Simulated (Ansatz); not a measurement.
La (dhcp type, space group P6_3/mmc)

```xyz
4
Lattice="3.7856 0.0000 0.0000 -1.8928 3.2784 0.0000 0.0000 0.0000 12.0327" Properties=species:S:1:pos:R:3 pbc="T T T"
La     0.0000     0.0000     0.0000
La     0.0000     0.0000     6.0164
La     0.0000     2.1856     3.0082
La     1.8928     1.0928     9.0246
```

Two coordinates are scanned: the volume, and the ratio of the stretch along z (the conventional c axis) to the stretch across it. Atoms keep their fractional coordinates.

Computed with r2SCAN (plane waves to 500 eV, PAW, scalar-relativistic; Ansatz, an electronic-structure program). k mesh 14×14×4 (Γ-centred), Fermi-Dirac smearing 0.05 eV. Energies are smeared free energies. With partly filled bands, the response to shear is sensitive to the k mesh, so small differences along c/a are uncertain. La is run without spin polarisation. La was relaxed with its symmetry unable to fall. The last digit holds for this mesh only.

Changes of ΔE (meV/atom) from the point V/V₀ = 1.000, (c/a)/(c/a)₀ = 1.000 when one coordinate moves alone (two changes are said to add if the coupling is within 5 % of the smaller one, nearly so within 20 %):

| point | change |
|---|---|
| V/V₀ = 1.000, (c/a)/(c/a)₀ = 0.920 | 22.2 |
| V/V₀ = 1.000, (c/a)/(c/a)₀ = 0.947 | 9.6 |
| V/V₀ = 1.000, (c/a)/(c/a)₀ = 0.973 | 2.3 |
| V/V₀ = 0.920, (c/a)/(c/a)₀ = 1.000 | 18.8 |
| V/V₀ = 0.947, (c/a)/(c/a)₀ = 1.000 | 8.1 |
| V/V₀ = 0.973, (c/a)/(c/a)₀ = 1.000 | 2.0 |
| V/V₀ = 1.027, (c/a)/(c/a)₀ = 1.000 | 1.9 |
| V/V₀ = 1.053, (c/a)/(c/a)₀ = 1.000 | 7.3 |
| V/V₀ = 1.080, (c/a)/(c/a)₀ = 1.000 | 16.0 |
| V/V₀ = 1.000, (c/a)/(c/a)₀ = 1.027 | 2.1 |
| V/V₀ = 1.000, (c/a)/(c/a)₀ = 1.053 | 8.3 |
| V/V₀ = 1.000, (c/a)/(c/a)₀ = 1.080 | 17.8 |

Task: Do the two effects add at V/V₀ = 0.920, (c/a)/(c/a)₀ = 0.920? Give the computed change.

Result: The sum of the single changes is 18.8 + (22.2) = 41.0; the calculation gives 44.0, so the coupling contributes 3.0 (under 20 % of the smaller single change, nearly additive).

(Under strain, the slope of the energy per volume gives the stress and its curvature an elastic modulus.)
